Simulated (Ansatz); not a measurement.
WC (WC type, space group P-6m2)

```
WC
1.0
    2.92196     0.00000     0.00000
   -1.46098     2.53050     0.00000
    0.00000     0.00000     2.84728
W C
1 1
Direct
  0.00000   0.00000   0.00000
  0.66667   0.33333   0.50000
```

Grid over V/V₀ and (c/a)/(c/a)₀, subscript 0 meaning the relaxed cell; the conventional c axis lies along z; no internal relaxation.

Method: PBE (plane waves to 420 eV, PAW, scalar-relativistic; Ansatz, a program for electronic structure). k mesh 18×18×16 (Γ-centred), Fermi-Dirac smearing 0.05 eV. E stands for the smeared free energy. With partly filled bands, the response to shear is sensitive to the k mesh, so small differences along c/a are uncertain. Spin-orbit coupling is left out, though W is heavy. The PAW data are Ansatz's earlier set. WC is run without spin polarisation. WC was relaxed with its symmetry unable to fall. The last digit holds for this mesh only.

Changes of ΔE (meV/atom) from the point V/V₀ = 1.000, (c/a)/(c/a)₀ = 1.000 when one coordinate moves alone (two changes are said to add if the coupling is within 5 % of the smaller one, nearly so within 20 %):

```
point                               change
----------------------------------  ------
V/V₀ = 1.000, (c/a)/(c/a)₀ = 0.920   109.3
V/V₀ = 1.000, (c/a)/(c/a)₀ = 0.960    25.8
V/V₀ = 0.960, (c/a)/(c/a)₀ = 1.000    21.8
V/V₀ = 0.980, (c/a)/(c/a)₀ = 1.000     5.3
V/V₀ = 1.020, (c/a)/(c/a)₀ = 1.000     4.9
V/V₀ = 1.040, (c/a)/(c/a)₀ = 1.000    19.0
V/V₀ = 1.000, (c/a)/(c/a)₀ = 1.040    23.9
V/V₀ = 1.000, (c/a)/(c/a)₀ = 1.080    90.7
```

Problem. Do the two effects add at V/V₀ = 1.040, (c/a)/(c/a)₀ = 1.080? Give the computed change.

Solution. The sum of the single changes is 19.0 + (90.7) = 109.7; the calculation gives 113.1, so the coupling contributes 3.4 (under 20 % of the smaller single change, nearly additive).

Problem. Do the two effects add at V/V₀ = 1.040, (c/a)/(c/a)₀ = 1.040? Give the computed change.

Solution. The sum of the single changes is 19.0 + (23.9) = 42.9; the calculation gives 45.7, so the coupling contributes 2.8 (under 20 % of the smaller single change, nearly additive).

(Under strain, the slope of the energy per volume gives the stress and its curvature an elastic modulus.)
